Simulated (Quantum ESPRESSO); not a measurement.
**Kohn-Sham bands of ZnS (zinc blende)**

```xyz
2
Lattice="0.0000 2.6937 2.6937 2.6937 0.0000 2.6937 2.6937 2.6937 0.0000" Properties=species:S:1:pos:R:3 pbc="T T T"
Zn     0.0000     0.0000     0.0000
S     -1.3468    -1.3468    -1.3468
```

Structure: Materials Project mp-10695, symmetrised, not relaxed again. COD (Crystallography Open Database) has the formula in 4 space groups, this one among them (matched by group alone). Computed values, not measurements, from PBEsol: Quantum ESPRESSO (norm-conserving PseudoDojo potentials, cutoff 68 Ry, no spin polarisation, no spin-orbit coupling) on a Γ-centred 10×10×10 mesh, then Wannier90. Density: 10×10×10 mesh, cold smearing 0.01 Ry.

Task: List the Kohn-Sham levels between −8 and 5.0 eV relative to the valence-band maximum at the high-symmetry points, as a band run of pw.x on that density gives them (levels within 2 meV counted together).

Result: 
| point | k (reciprocal lattice) | levels (eV) |
|---|---|---|
| Γ | 0.000 0.000 0.000 | -6.41 (×3), -5.90 (×2), 0.00 (×3), 2.01 |
| X | -0.500 -0.500 0.000 | -6.46, -6.06 (×2), -5.82, -5.68, -4.64, -2.28 (×2), 3.22, 3.96 |
| U | -0.375 -0.375 0.250 | -6.34, -6.12, -6.01, -5.87, -5.55, -4.71, -3.20, -1.85, 3.98 |
| K | -0.375 0.000 0.375 | -6.34, -6.12, -6.01, -5.87, -5.55, -4.71, -3.20, -1.85, 3.98 |
| L | 0.000 0.000 0.500 | -6.29 (×2), -5.87 (×2), -5.70, -5.42, -0.89 (×2), 3.21 |
| W | -0.500 -0.250 0.250 | -6.28, -6.12, -5.97, -5.94, -5.49, -4.68, -2.84, -2.79 |
